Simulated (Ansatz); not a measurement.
LiF:
```xyz
2
Lattice="0.0000 2.0339 2.0339 2.0339 0.0000 2.0339 2.0339 2.0339 0.0000" Properties=species:S:1:pos:R:3 pbc="T T T"
Li     0.0000     0.0000     0.0000
F      2.0339     2.0339     2.0339
```

Relaxed with PBE. The program Ansatz at the PBE level (PAW) gives a gap of 8.83 eV.

Q: What gap does HSE06 give on the same cell (Ansatz, PAW)?

A: 11.12 eV, 2.29 eV more. The hybrid was solved on a coarser mesh and at special points; its gap is the smallest among all of these.

```
k  v1 PBE  c1 PBE  v1 HSE06  c1 HSE06
-  ------  ------  --------  --------
Γ    0.00    8.83      0.00     11.12
X   -0.95   14.54         …         …
L   -0.22   10.64         …         …
W   -0.77   14.83         …         …
K   -0.70   14.30         …         …
```

Q: Top valence (v1) and lowest conduction level (c1) in eV from each method's valence maximum (which need not be a listed point): supply the withheld HSE06 values.

A: 
- L, v1 HSE06: -0.24
- L, c1 HSE06: 12.96
- K, v1 HSE06: -0.74
- K, c1 HSE06: 16.71
- W, v1 HSE06: -0.82
- W, c1 HSE06: 17.32
- X, v1 HSE06: -1.01
- X, c1 HSE06: 17.12

Cost on shared cores: the PBE run (SCF on a 12×12×12 mesh, then bands and DOS) very roughly 9 core-seconds, the HSE06 run (SCF on 9×9×9, then a few points) very roughly 100 core-seconds; the tasks are unlike.

Space group Fm-3m (rock salt). The cell was relaxed with PBE under the symmetry of its start; phonons on a q-mesh show no instability.

Potentials: the later of the program's two PAW sets.
